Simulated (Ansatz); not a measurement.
CdO (rock salt)

```
CELL_PARAMETERS angstrom
      0.00000     2.38384     2.38384
      2.38384     0.00000     2.38384
      2.38384     2.38384     0.00000
ATOMIC_POSITIONS crystal
  O  0.00000 0.00000 0.00000
  Cd 0.50000 0.50000 0.50000
```

The slice is a {111} plane (indices of the conventional cell) through the point (0.500, 0.500, 0.500) (fractional), spanned by u = [100] and v = [-1 2 0] in vectors of this cell: u (3.37 Å) and v (5.84 Å, at 90° to u). It covers one period; positions are fractions (u, v).

Computed with PBE (plane waves to 420 eV, PAW, scalar-relativistic; Ansatz, a program for electronic structure). k mesh 12×12×12. These are valence fields of a PAW run, semicore shells included where kept as valence: close to a nucleus they are smooth pseudo fields. CdO was relaxed with its symmetry unable to fall.

Task: Predict the map of the valence electron density on the slice.

Result: 
```
|99998866442211000000112244668899|
|88887755332200000000002233557788|
|77665544221100000000001122445566|
|44443322110000000000000011223344|
|22222211000000000000000000112222|
|11110000000000000000000000000011|
|00000000000000000000000000000000|
|00000000000000111111000000000000|
|00000000001122222222221100000000|
|00000000112233444444332211000000|
|00000011224455667766554422110000|
|00000022335577888888775533220000|
|00001122446688999999886644221100|
|00001122447788999999887744221100|
|00001122446688999999886644221100|
|00000022335577888888775533220000|
|00000011224455667766554422110000|
|00000000112233444444332211000000|
|00000000001122222222221100000000|
|00000000000000111111000000000000|
|00000000000000000000000000000000|
|11110000000000000000000000000011|
|22222211000000000000000000112222|
|44443322110000000000000011223344|
|77665544221100000000001122445566|
|88887755332200000000002233557788|
|99998866442211000000112244668899|
|99998877442211000000112244778899|
```
Scale: ten equal steps from -1.04 (start of '0') to 1.42 (end of '9'), in the order '0123456789'. Values: log₁₀ of the valence density in e/Å³. The map has 16 points along u (two characters each, u = 0 at the left) and 28 along v (v = 0 in the bottom row). The scale is logarithmic, as a density can span decades between atoms and voids.
